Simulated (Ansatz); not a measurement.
Te (simple cubic, space group No. 221) at seven volumes, DFT-PBEsol in the program Ansatz with PAW potentials, scaled uniformly. One row is withheld.

| V (Å³/atom) | P (GPa) |
|---|---|
| 28.433 | 6.88 |
| 29.371 | 4.18 |
| 30.308 | 1.91 |
| 31.245 | 0.00 |
| 32.183 | -1.63 |
| 33.120 | -2.99 |
| 34.057 | ? |

### Question
Fit the shown pressures and predict the withheld one.

### Answer
Third-order Birch–Murnaghan: P = (3/2)B₀(x^(7/2) − x^(5/2))[1 + (3/4)(B′ − 4)(x − 1)] with x = (V₀/V)^(2/3). Least squares on the six rows gives V₀ = 31.242 Å³/atom, B₀ = 58.66 GPa, B′ = 4.63. At V = 34.057, x = 0.9441 and P = -4.15 GPa. The run itself gave -4.13 GPa.

Space group Pm-3m (simple cubic). The start of the workflow was typed in or built on a structure type; neither database checked (COD, Materials Project) lists it. It is not the phase usual at ambient conditions (space group No. 152). Symmetry was held in the PBEsol relaxation; whether a distortion lowers the energy is not shown. Spin–orbit coupling is left out wherever it is not named.

Potentials: the earlier of the program's two PAW sets. The files were generated under PBE; for other functionals the program regenerates the frozen cores, and for LDA and PBEsol the local potential too.
